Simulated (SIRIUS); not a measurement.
A self-consistent single point of Mg4Te3S (Pmm2, 8 atoms in the cell; from Materials Project mp-1222100, changed as shown).

```yaml
crystal:
  lattice:
    - [4.37002, 0.00000, 0.00000]
    - [0.00000, 8.80416, 0.00000]
    - [0.00000, 0.00000, 6.12721]
  atoms:
    - { symbol: Mg, position: [0.00000, 0.27420, 0.98146] }
    - { symbol: Mg, position: [0.00000, 0.72580, 0.98146] }
    - { symbol: Mg, position: [0.50000, 0.00000, 0.49162] }
    - { symbol: Mg, position: [0.50000, 0.50000, 0.54006] }
    - { symbol: Te, position: [0.50000, 0.26155, 0.25040] }
    - { symbol: Te, position: [0.50000, 0.73845, 0.25040] }
    - { symbol: Te, position: [0.00000, 0.00000, 0.75735] }
    - { symbol: S, position: [0.00000, 0.50000, 0.74725] }
```

Method: PBEsol, GBRV PBEsol ultrasoft pseudopotentials (plane waves; SIRIUS).

SIRIUS settings:

- parameters.ngridk = 4 2 4
- parameters.xc_functionals = [XC_GGA_X_PBE_SOL, XC_GGA_C_PBE_SOL]
- parameters.gk_cutoff = 6.325 1/bohr
- parameters.pw_cutoff = 14.143 1/bohr
- parameters.smearing = fermi_dirac
- parameters.smearing_width = 0.00183747 Ha
- potentials = GBRV PBEsol ultrasoft pseudopotentials
- parameters.electronic_structure_method = pseudopotential
- parameters.num_bands = 38
- parameters.num_mag_dims = 0
- parameters.num_dft_iter = 100
- parameters.energy_tol = 1e-07 Ha
- parameters.density_tol = 1e-06
- mixer.type = broyden2
- mixer.beta = 0.7
- mixer.use_hartree = true

Results:

- Number of valence electrons: 64
- Number of bands: 38
- Number of k-points after the program's reduction: 18
- Number of plane waves (most at a k-point): 6842
- Number of SCF iterations: 15
- FFT grid: 40 × 80 × 60
- Free energy E − TS: -8222.3324 eV
- Gap on the k-point mesh: 1.82 eV
- Pressure: 1.23 GPa
- Largest force (vector length): 0.152 eV/Å

Forces (eV/Å):
```
atom     Fx      Fy      Fz
----  -----  ------  ------
Mg1   0.000   0.023  -0.019
Mg2   0.000  -0.023  -0.019
Mg3   0.000   0.000  -0.121
Mg4   0.000   0.000   0.152
Te5   0.000   0.044   0.020
Te6   0.000  -0.044   0.020
Te7   0.000   0.000   0.075
S8    0.000   0.000  -0.108
```

Stress (GPa, positive for compression):
```
1.29  0.00  0.00
0.00  1.31  0.00
0.00  0.00  1.08
```

Gaps are taken between levels on the mesh.

For comparison: a first run was changed to give this one (lattice scaled by 0.98), and from it to this one the free energy hardly moves (within 1 meV/atom), the pressure goes from -1.23 to 1.23 GPa, the largest force goes from 0.078 to 0.152 eV/Å and the gap on the mesh goes from 1.718 to 1.823 eV.

Spin-orbit coupling is left out, which matters for bands and gaps with elements this heavy. The structure comes from a collection of computed structures, made at another level of theory; the collection holds predicted forms beside known ones.

Cost on one core: about 70 core-seconds (a rough figure).
